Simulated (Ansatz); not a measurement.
Formation energies in the Ir–Y system, lowest calculated structure of each composition. Level of theory: PBEsol (plane waves to 420 eV, PAW, scalar-relativistic; Ansatz, an electronic-structure program). Element references, the lowest calculated here: Ir (Fm-3m), Y (R-3m, not the ambient form).

```csv
phase,x(Y),space group,E_f (eV/atom)
Ir,0.000,Fm-3m,0.00
YIr,0.500,Pm-3m,-0.74
Y3Ir,0.750,Pm-3n,-0.09
Y,1.000,R-3m,0.00
```

### Question
Construct the convex hull: which compounds lie on it, and how far above it are the others?

### Answer
For Y3Ir a lower structure may exist, so the energies are upper bounds and are not judged. On the hull: YIr. Y3Ir 0.28 eV/atom above.

This is the hull of the energies calculated here, no anion corrections; phases that were not calculated are missing from it. Values are rounded to 0.01 eV/atom. Not shown to be the ambient phase of their composition (a lower form may be missing, and a cell relaxed within its start's symmetry can be a saddle point): Y3Ir (Pm-3n). Spin-orbit coupling is missing from these energies, which matters for elements this heavy. The compounds carry no spin polarisation.
